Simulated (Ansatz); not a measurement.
# Al₃NiPd₂: relaxed-ion elastic tensor

Method: Ansatz, DFT PBE, scalar-relativistic, plane waves, PAW. Plane waves to 420 eV; Γ-centred k mesh 12×12×8; Fermi-Dirac smearing of 0.15 eV. No spin polarisation.

The cell, relaxed at this level:
```
Al Ni Pd
1.0
     4.27039    0.00000    0.00000
    -2.13520    3.69827    0.00000
     0.00000    0.00000    5.24974
Al Ni Pd
3 1 2
Direct
  0.66667 0.33333 0.84427
  0.33333 0.66667 0.15573
  0.00000 0.00000 0.50000
  0.00000 0.00000 0.00000
  0.33333 0.66667 0.66755
  0.66667 0.33333 0.33245
```

It was reached by relaxing an invented guess, and it needn't be the stable form of this composition. In a metal, frequencies and elastic constants depend on the k mesh and the smearing, soft modes and shear constants most.

Question: Give the relaxed-ion elastic constants (GPa, Voigt order xx yy zz yz xz xy, on the Cartesian axes of the cell above).

Answer:
```
247.9 115.2  99.3 -29.5   0.0   0.0
115.2 247.9  99.3  29.5   0.0   0.0
 99.4  99.4 264.8   0.0   0.0   0.0
-29.5  29.5   0.0  44.0   0.0   0.0
  0.0   0.0   0.0   0.0  44.0 -29.5
  0.0   0.0   0.0   0.0 -29.5  66.3
```

Question: Is the crystal stable against homogeneous strain?

Answer: Yes: the least eigenvalue of the tensor is 23.7 GPa.

Question: And the moduli of a polycrystal (Hill averages)?

Answer: B = 154 GPa, G = 51 GPa, E = 138 GPa, ν = 0.35.
